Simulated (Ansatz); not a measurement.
Here is the system:

BN:
```cif
data_BN
_chemical_formula_sum 'N1 B1'
_space_group_name_H-M_alt 'P 1'
_space_group_IT_number 1
_cell_length_a 2.54963
_cell_length_b 2.54963
_cell_length_c 2.54963
_cell_angle_alpha 60.000
_cell_angle_beta 60.000
_cell_angle_gamma 60.000
loop_
_space_group_symop_operation_xyz
  'x, y, z'
loop_
_atom_site_label
_atom_site_type_symbol
_atom_site_fract_x
_atom_site_fract_y
_atom_site_fract_z
_atom_site_occupancy
N1 N 0.75000 0.75000 0.75000 1
B1 B 0.00000 0.00000 0.00000 1
```

This is the PBEsol-relaxed structure.

Task: All from DFT-PBEsol in the program Ansatz with PAW potentials, unless another level is named. Predict the hole effective mass, band 2 of 3 at the edge.

Result: 0.52 along [100], 0.52 along [110], 1.2 along [111] (mₑ).

Task: And the electron effective mass?

Result: 0.29, 0.29, 0.89 mₑ (principal values).

Task: Predict the band gap.

Result: 4.30 eV (indirect).

Task: Give the hole effective mass, band 3 of 3 at the edge.

Result: 0.51 along [100], 0.28 along [110], 0.24 along [111] (mₑ).

Task: What about the weight of the valence-edge state by species (Voronoi cells)?

Result: N 80 %, B 20 %.

Task: And the weight of the conduction-edge state by species (Voronoi cells)?

Result: B 61 %, N 39 %.

Space group F-43m (zinc blende). The cell was relaxed with PBEsol under the symmetry of its start.

Potentials: the later of the program's two PAW sets.
